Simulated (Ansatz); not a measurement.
A geometry of AlPt away from equilibrium: step 2 of the relaxation of a relaxed AlPt cell, doubled along one cell vector, shaken by Gaussian noise of σ = 0.08 Å a coordinate. The numbers are results of PBE (plane waves to 420 eV, PAW, scalar-relativistic; Ansatz, an electronic-structure program), not measurements. Γ-centred k-mesh 11×6×11 on the run's cell (coarser than for final values), Fermi–Dirac smearing 0.05 eV.

```xyz
4
Lattice="1.8124 1.0452 2.9668 -3.6325 2.0923 5.9377 -0.0011 -2.0974 2.9700" Properties=species:S:1:pos:R:3 pbc="T T T"
Pt    -0.0699     0.0149     0.0507
Pt    -1.7933     1.0866     2.9376
Al    -0.0542    -0.0151     4.4018
Al    -1.8431     1.0836     7.3593
```

Question: Which atoms carry the largest force, and which way does it point?

Answer: 0.42 eV/Å, on Pt1 (atoms numbered as listed); on Pt1 its components are (0.10, -0.14, -0.38).

Question: What is the pressure?

Answer: +0.5 GPa, compression positive.

No spin polarisation in the result.

The end of the path is a generated cell of AlPt: the first start was made by placing the elements on the sites of a structure type, and the end was not matched to a known phase here, so it may be hypothetical.
